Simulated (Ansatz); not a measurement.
Na:
```
Na
1.0
   -2.10999     2.10999     2.10999
    2.10999    -2.10999     2.10999
    2.10999     2.10999    -2.10999
Na
1
Direct
  0.00000   0.00000   0.00000
```

Relaxed with r²SCAN+D4. Special points in fractions of this cell's reciprocal vectors: Γ (0.000, 0.000, 0.000); H (0.500, -0.500, 0.500); N (0.000, 0.000, 0.500); P (0.250, 0.250, 0.250).

List the band energies nearest the Fermi level at these points for the program Ansatz at the r²SCAN+D4 level (PAW).

In eV from the Fermi level; about four levels below and three above (degenerate sets whole), none deeper than 8.9 eV; … stands for higher levels left out; points with the same levels are listed once.

```tsv
k	below	above
Γ	-3.44	12.56 12.56 12.56
H	–	4.77 4.77 …
N	–	0.75 1.45 8.75
P	–	2.87 2.87 2.87
```

Space group Im-3m (bcc (W type)). Symmetry was held in the r²SCAN+D4 relaxation. The pairwise dispersion correction was not fitted to metals.

Potentials: the later of the program's two PAW sets.
